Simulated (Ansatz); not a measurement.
Relaxed CoSi2 (fluorite type, space group Fm-3m):

```
CoSi2
1.0
    0.00000     2.65735     2.65735
    2.65735     0.00000     2.65735
    2.65735     2.65735     0.00000
Co Si
1 2
Direct
  0.00000   0.00000   0.00000
  0.25000   0.25000   0.25000
  0.75000   0.75000   0.75000
```

In this cell atom 1 (Co, nearest neighbour Si at 2.301 Å; its periodic images, 3.8 Å or more away, move with it) is moved by s along Cartesian x, unit vector (1.000, 0.000, 0.000); all other atoms and the cell stay fixed.

Computed with r2SCAN (plane waves to 500 eV, PAW, scalar-relativistic; Ansatz, an electronic-structure program). k mesh 12×12×12 (Γ-centred), Fermi-Dirac smearing 0.05 eV. E stands for the smeared free energy. With partly filled bands, energies and forces of such displacements shift with the k mesh and the smearing. CoSi2 is run without spin polarisation. CoSi2 was relaxed with its symmetry unable to fall. The PAW data are Ansatz's earlier set. The zero of ΔE is the undisplaced structure. The last digit holds for this mesh only.

| s (Å) | ΔE (meV/cell) |
|---|---|
| -0.690 | 2876.7 |
| -0.552 | 1909.8 |
| -0.414 | 1094.8 |
| -0.276 | 488.8 |
| -0.138 | 122.0 |
| 0.000 | 0.0 |
| 0.138 | 122.0 |
| 0.276 | 488.8 |
| 0.414 | 1094.8 |
| 0.552 | 1909.8 |
| 0.690 | 2876.7 |

Task: What force constant k = d²E/ds² at s = 0 does the table give?

Result: 13 eV/Å². It is the second difference of the nearest points, corrected with the next pair.

Task: With k = 12.81 eV/Å² from the forces, is the well harmonic out to s = 0.690 Å?

Result: ½ks² = 3050 meV/cell against the computed 2877 meV/cell, so the well is softer than harmonic there.

(For displaced atoms, the force is minus the slope of the energy, and its curvature is a force constant, which sets phonon frequencies.)
